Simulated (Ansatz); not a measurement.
Al₂Pt (fluorite or antifluorite type), relaxed with LDA (Ansatz, a program for electronic structure, plane waves, PAW): a = b = c = 5.853 Å, α = β = γ = 90.00°.

| Quantity | Result |
|---|---|
| ΔH_f (eV/atom) | -0.91 |
| B₀ by P(V) fit (GPa) | 145 |

Question: The same phase is relaxed and computed with PBE in the same code. What are the cell and these values now?

Answer: a = b = c = 5.9460 Å, α = β = γ = 90.00°.

ΔH_f (eV/atom): -0.88
B₀ by P(V) fit (GPa): 129

All cells were relaxed under the symmetry of their starts (and spin orders); stability against distortions was not tested throughout. Rows with no word on spin ran without spin polarisation. Spin–orbit coupling is left out wherever it is not named.

Potentials: the later of the program's two PAW sets.

Ansatz is a plane-wave DFT program.

Formation energies count from the lowest solids of the elements computed at the same level, not from gases.
